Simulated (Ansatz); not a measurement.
Squeezing SrTl

```
CELL_PARAMETERS angstrom
4.06285 0.00000 0.00000
0.00000 4.06285 0.00000
0.00000 0.00000 4.06285
ATOMIC_POSITIONS crystal
Sr 0.00000 0.00000 0.00000
Tl 0.50000 0.50000 0.50000
```

The base volume is that of a database entry, so it needn't be at zero pressure; the structure needn't be the stable phase, at rest or compressed.

Its volume is scaled at fixed shape and fractional positions.

Computed with Ansatz 0.2.0; functional LDA, scalar-relativistic. Settings: a Γ-centred 9×9×9 k mesh, Fermi–Dirac smearing of 0.05 eV, no spin polarisation. Methods: LAPW: all electrons, basis error target 1 meV/atom; PAW: frozen-core files, cutoff 420 eV.

Energies are extrapolated to zero smearing and count from the unscaled cell; pressure is positive in compression; gaps take the mesh and a band path. No temperature or zero-point motion is included.

Spin–orbit coupling is left out, which matters for the heavy atoms. The PAW files were made under PBE.

| V/V0 | V (Å³/atom) | P LAPW (GPa) | ΔE LAPW (eV/atom) | P PAW − LAPW (GPa) | ΔE PAW − LAPW (meV/atom) |
| --- | --- | --- | --- | --- | --- |
| 1.00 | 33.53 | -2.29 | 0.000 | 0.00 | 0.0 |
| 0.85 | 28.50 | ? | 0.000 | 0.00 | 0.0 |
| 0.65 | 21.80 | 27.9 | 0.541 | -0.01 | -0.3 |
| 0.40 | 13.41 | 188.6 | 4.941 | 0.11 | 0.1 |

Q: Give the missing entry: row "0.85", column "P LAPW (GPa)".

A: 3.30.
